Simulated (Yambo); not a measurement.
BSE-type run in Yambo on Cs2LiAlF6 (space group P-3m1, No. 164), at zero momentum.

Quantum ESPRESSO step (PBEsol, PseudoDojo standard norm-conserving files, scalar-relativistic):
```
&CONTROL
  calculation = 'nscf'
  pseudo_dir = './pseudo'
  outdir = './out'
/
&SYSTEM
  ibrav = 0
  nat = 10
  ntyp = 4
  ecutwfc = 84.0
  ecutrho = 336.0
  occupations = 'fixed'
  force_symmorphic = .true.
  nbnd = 102
/
&ELECTRONS
  conv_thr = 1e-08
  diago_full_acc = .true.
  diago_thr_init = 1e-08
/
ATOMIC_SPECIES
Li 6.9400 Li.upf
F 18.9984 F.upf
Al 26.9815 Al.upf
Cs 132.9055 Cs.upf
CELL_PARAMETERS angstrom
  6.297899831000   0.000000000000   0.000000000000
 -3.148949915000   5.454141244000   0.000000000000
  0.000000000000   0.000000000000   5.103300000000
ATOMIC_POSITIONS crystal
Li   0.000000000000   0.000000000000   0.000000000000
F   0.865850000000   0.134150000000   0.281880000000
F   0.134150000000   0.865850000000   0.718120000000
F   0.865850000000   0.731700000000   0.281880000000
F   0.134150000000   0.268300000000   0.718120000000
F   0.268300000000   0.134150000000   0.281880000000
F   0.731700000000   0.865850000000   0.718120000000
Al   0.000000000000   0.000000000000   0.500000000000
Cs   0.333333333000   0.666666667000   0.228660000000
Cs   0.666666667000   0.333333333000   0.771340000000
K_POINTS automatic
3 3 4 0 0 0
```

Yambo input:
```
rim_cut
optics
bse
bss
dipoles
em1s
RandQpts= 1000000
RandGvec= 1 Ry
FFTGvecs= 40 Ry
Chimod= "HARTREE"
BSKmod= "SEX"
BSEmod= "resonant"
BSSmod= "hs"
BSENGexx= 15 Ry
BSENGBlk= 3 Ry
% KfnQP_E
 3.821 | 1.0 | 1.0 |
%
% BSEQptR
 1 | 1 |
%
% BSEBands
 12 | 44 |
%
% BEnRange
 0.0 | 16.4 | eV
%
% BDmRange
 0.15 | 0.15 | eV
%
BEnSteps= 328
% BLongDir
 1.0 | 0.0 | 0.0 |
%
BSHayTrs= -0.02
BSSNEig= 24
WRbsWF
% BndsRnXs
 2 | 98 |
%
NGsBlkXs= 3 Ry
% LongDrXs
 1.0 | 1.0 | 1.0 |
%
```

From the report:

The dimension is k points × valence × conduction bands = 36 × 22 × 11 = 8712.
```
   [SLEPC] Approach                          : Krylov-Schur
   [SLEPC] Number of requested eigenvalues   :  24
   [SLEPC] Number of eigenvalues        [NEV]:  24
    [K] Dimension                                    :   8712
    [K] Bands                                        :   12   44
    [K] Exchange res                                 : yes
    [K] Correlation res                              : yes
    [K] W interaction is bare                        : no
    [K] RL vectors exchange                          :  1169
    [K] RL vectors correlation                       :  119
    [W] Matrix size                                  :  119
    [W] Bands                                        :    2   98
    [W] Coulomb Cutoff                               : none
    [W] Hxc Kernel                                   : HARTREE
```

Geometry of the Materials Project entry, not relaxed at this level.

The structure is a Materials Project entry; no match was found in the copy of COD used, and its stability was not checked.
